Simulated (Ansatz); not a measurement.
Relaxed HfO₂ (baddeleyite type, space group P2_1/c):

```
HfO2
1.0
    5.16120     0.00000     0.00000
    0.00000     5.21182     0.00000
   -0.89809     0.00000     5.27640
Hf O
4 8
Direct
  0.27574   0.04289   0.20837
  0.72426   0.54289   0.29163
  0.72426   0.95711   0.79163
  0.27574   0.45711   0.70837
  0.06715   0.32865   0.34844
  0.93285   0.82865   0.15156
  0.93285   0.67135   0.65156
  0.06715   0.17135   0.84844
  0.44917   0.75721   0.47664
  0.55083   0.25721   0.02336
  0.55083   0.24279   0.52336
  0.44917   0.74279   0.97664
```

The atoms are displaced by Q × the pattern below (from a DFPT mode at Γ, largest move 1; Q in Å), at fixed cell.

```json
[
 {"atom": "Hf1", "x": "0.019", "y": "-0.014", "z": "-0.008"},
 {"atom": "Hf2", "x": "0.019", "y": "0.014", "z": "-0.008"},
 {"atom": "Hf3", "x": "-0.019", "y": "0.014", "z": "0.008"},
 {"atom": "Hf4", "x": "-0.019", "y": "-0.014", "z": "0.008"},
 {"atom": "O5", "x": "-0.549", "y": "0.740", "z": "0.389"},
 {"atom": "O6", "x": "-0.549", "y": "-0.740", "z": "0.389"},
 {"atom": "O7", "x": "0.549", "y": "-0.740", "z": "-0.389"},
 {"atom": "O8", "x": "0.549", "y": "0.740", "z": "-0.389"},
 {"atom": "O9", "x": "-0.066", "y": "-0.392", "z": "-0.004"},
 {"atom": "O10", "x": "-0.066", "y": "0.392", "z": "-0.004"},
 {"atom": "O11", "x": "0.066", "y": "0.392", "z": "0.004"},
 {"atom": "O12", "x": "0.066", "y": "-0.392", "z": "0.004"}
]
```

Computed with PBE (plane waves to 420 eV, PAW, scalar-relativistic; Ansatz, a quantum-chemistry and plane-wave program). k mesh 5×5×5 (Γ-centred), Fermi-Dirac smearing 0.05 eV. E stands for the smeared free energy. HfO2 is run without spin polarisation. HfO2 was relaxed with its symmetry unable to fall. Spin-orbit coupling is left out, though Hf is heavy. ΔE is measured from the undisplaced structure.

```csv
Q (Å),ΔE (meV/cell)
-0.1000,758
-0.0833,525
-0.0667,335
-0.0500,withheld
-0.0333,83
-0.0167,21
0.0000,0
0.0167,21
0.0333,83
0.0500,withheld
0.0667,335
0.0833,525
0.1000,758
```

Task: Fit an even polynomial form (powers 2, 4) to the given rows and predict ΔE at Q = 0.0500.

Result: Least squares on the 11 given rows: ΔE = (75030)·Q² + (78520)·Q⁴, in meV/cell with Q in Å; root-mean-square residual 0.3 meV/cell. At 0.0500 the fit gives 188 meV/cell; the calculation gives 188 meV/cell, the same to the digits shown. The quadratic term alone would give 188 meV/cell.

(A displaced cell: forces are minus the slopes of the energy, force constants its curvatures, and phonons follow from these.)
